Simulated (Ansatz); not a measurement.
Structures of RbCl2: which is lowest?

Plane-wave DFT in Ansatz with scalar-relativistic PAW potentials, cutoff 420 eV, Γ-centred meshes chosen by cell and gap, Gaussian smearing with energies taken to zero width. Every cell was relaxed (cell and atoms) in a run of its own, within the symmetry of its start. Functional: PBE.

Relaxed structures (starts from databases or built by putting these elements on another compound's sites):
A. P6_3mc, 6 atoms in the computed cell, a = 5.298 Å, c = 9.341 Å; sites (symmetry × multiplicity) Rb 3m. × 2, Cl 3m. × 2 + 3m. × 2; start: built
B. I4/mcm, 6 atoms in the computed cell, a = 6.762 Å, c = 8.856 Å; sites (symmetry × multiplicity) Rb 422 × 4, Cl m.2m × 8; start: built

Problem. Rank them by energy. Could pressure change the order?

Solution.
| structure | group | E − E(lowest) (meV/atom) | V (Å³/atom) | gap on mesh (eV) |
| --- | --- | --- | --- | --- |
| B | I4/mcm | 0.0 | 33.75 | 0.00 |
| A | P6_3mc | 47 | 37.85 | 0.00 |

B is lowest, 47 meV/atom under A. The lowest is also the densest of these, so pressure wouldn't bring one of the others in at first order. Other structures may lie lower than all of these, and vibrations aren't counted.

Spin polarisation was left out, and a magnetic state may lie lower.